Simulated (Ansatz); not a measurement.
KMnF3: pressure against volume

KMnF3, Pm-3m, a = 4.187 Å. The structure is a COD entry; whether it is the stable form wasn't checked. Ansatz: r2SCAN, PAW, 500 eV, Γ-centred 8×8×8 mesh on 5 atoms, Gaussian smearing 0.02 eV; collinear spin, largest moment 4.2 μB. Symmetry fixes shape and atoms, so the cell is only scaled; pressure is positive in compression.

| V (Å³/atom) | P (GPa) |
| --- | --- |
| 13.799 | 5.13 |
| 14.239 | ? |
| 14.679 | -0.02 |
| 15.120 | -2.01 |
| 15.560 | -3.70 |

Take V0 = 14.679 Å³/atom, count pressures from its P0 = -0.02 GPa, fit the third-order Birch–Murnaghan form to the other rows, and predict the missing pressure.

With the Eulerian strain f = ½[(V0/V)^(2/3) − 1] and y = (P − P0)/[3f(1 + 2f)^(5/2)], the form is the line y = B0 + 1.5 B0 (B0′ − 4) f. Rows (f, y): 0.02104, 73.6; -0.00977, 71.3; -0.01906, 70.9. Means f = -0.002597, y = 71.933; Σ(Δf)² = 0.0008812, ΣΔfΔy = 0.06095; the slope is their ratio. y = 72.11 + 69.17 f GPa, so B0 = 72.1 GPa and B0′ = 4 + 2 × (69.17)/(3 × 72.11) = 4.64. At V = 14.239, f = 0.01025, y = 72.82 and P = 2.34 GPa. The run gave 2.34 GPa, the same to the digits shown.

The state reached may not be the lowest one. The cell holds one magnetic atom, so it can only be ferromagnetic; an antiferromagnetic order may lie lower.

Symmetry holds off the tilts and polar distortions that many cubic perovskites undergo.

Cost: 5 runs of about 5.7 core-minutes in all, on Intel Xeon Processor @ 2.50GHz (Skylake/Cascade Lake) (shared hosts).